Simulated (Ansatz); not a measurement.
**Computed properties of CdTe**

CdTe:
```
CELL_PARAMETERS angstrom
      4.52448     0.00000     0.00000
     -2.26224     3.91832     0.00000
      0.00000     0.00000     7.42617
ATOMIC_POSITIONS crystal
  Cd 0.33333 0.66667 0.00042
  Cd 0.66667 0.33333 0.50042
  Te 0.33333 0.66667 0.37458
  Te 0.66667 0.33333 0.87458
```

Space group P6_3mc (No. 186), wurtzite; conventional cell a = 4.524 Å, b = 4.524 Å, c = 7.426 Å, α = 90.00°, β = 90.00°, γ = 120.00°.

Method: plane-wave PAW LDA (Ansatz code). The cell and atoms are relaxed at this level. Other levels are named where they apply.

**Cell and energy**

- Volume per atom = 32.91 Å³
- Density = 6.05 g/cm³
- Formation energy from the elements (no fitted shifts) = -0.36 eV/atom

**Electronic structure**

Band gap: 0.65 eV (direct)
Valence-band maximum: at Γ
Conduction-band minimum: at Γ
Electron effective mass: 0.053, 0.056, 0.056 mₑ (principal values)
Hole effective mass, band 1 of 2 at the edge: 1.1 along x, 1.1 along z (mₑ)
Hole effective mass, band 2 of 2 at the edge: 0.056 along x, 1.1 along z (mₑ)

The first step of the workflow began from a Materials Project structure, measured or hypothetical; the Crystallography Open Database copy checked does not list it. It is not the phase usual at ambient conditions (space group No. 216). Symmetry was held in the LDA relaxation; its stability against distortions is not shown here. The references are the lowest solids computed at this level, not always the standard phases. Spin–orbit coupling is left out wherever it is not named.

Potentials: the later of the program's two PAW sets.
